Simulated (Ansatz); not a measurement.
zincblende-structured HgTe

Level of theory: DFT, r²SCAN, scalar-relativistic, no spin polarisation; plane waves to 500 eV with PAW datasets (Ansatz 0.2.0), Γ-centred 10×10×10 mesh, 0.05 eV Gaussian smearing. The datasets are Ansatz's generated set soft_2.

```
Hg Te
1.0
     0.00000    3.28608    3.28608
     3.28608    0.00000    3.28608
     3.28608    3.28608    0.00000
Hg Te
1 1
Direct
  0.00000 0.00000 0.00000
  0.25000 0.25000 0.25000
```

The start was a prototype's sites filled with these elements; the Crystallography Open Database holds the compound in this structure.

Cell and atoms are those of this level's equilibrium.

The cell has space group F-43m (read at 0.01 Å). In it the stress is 0.01, 0.01, 0.01, 0.00, 0.00, 0.00 GPa and the largest force component 0.000 eV/Å. Each change below starts from this cell, without further relaxation. Stress is in GPa, positive in compression, in the order xx, yy, zz, yz, xz, xy; energies are counted from the cell above and are free energies with the smearing's entropy, which match forces and stress in a metal.

One atom was moved along a Cartesian axis, and these forces appeared. Which atom, and about how far?
```
atom  Fx (eV/Å)      Fy     Fz
 Hg1      0.000   0.145  0.000
 Te2      0.000  -0.145  0.000
```

Atom 2 (Te) is moved by 0.05 Å along y; the energy changes by 3.6 meV per cell. Moving the other atom the opposite way is the same thing.

A single strain component, atoms carried along, gave the stress -0.48, -0.33, -0.33, 0.00, 0.00, 0.00. Which component, and about how large?

An engineering strain of 1 % in xx; the energy changes by 1.0 meV per cell.

All atoms and the cell are disturbed at random:
```
CELL_PARAMETERS angstrom
-0.01059 3.26557 3.29964
3.21169 0.01678 3.27227
3.24800 3.27451 -0.01952
ATOMIC_POSITIONS crystal
Hg 0.97989 0.02787 0.98740
Te 0.27011 0.22213 0.26260
```
Give the energy change, the stress and the forces.

73.6 meV per cell; stress 1.62, 1.11, 1.52, 0.83, -1.76, -0.33 GPa. The gap on the mesh goes from zero (metallic) to 0.07 eV (close to the smearing width).
```tsv
atom	Fx (eV/Å)	Fy	Fz
Hg1	-0.258	0.578	0.090
Te2	0.258	-0.578	-0.090
```

Spin–orbit coupling, which matters for such heavy elements, is left out. At this volume the filled and empty bands only touch, so this is a zero-gap semimetal rather than a metal, and a semilocal functional can cause such a touching. The relaxed cell is 6 % larger in volume than the cell of this structure in the Crystallography Open Database (33.49 Å³/atom, 1987).
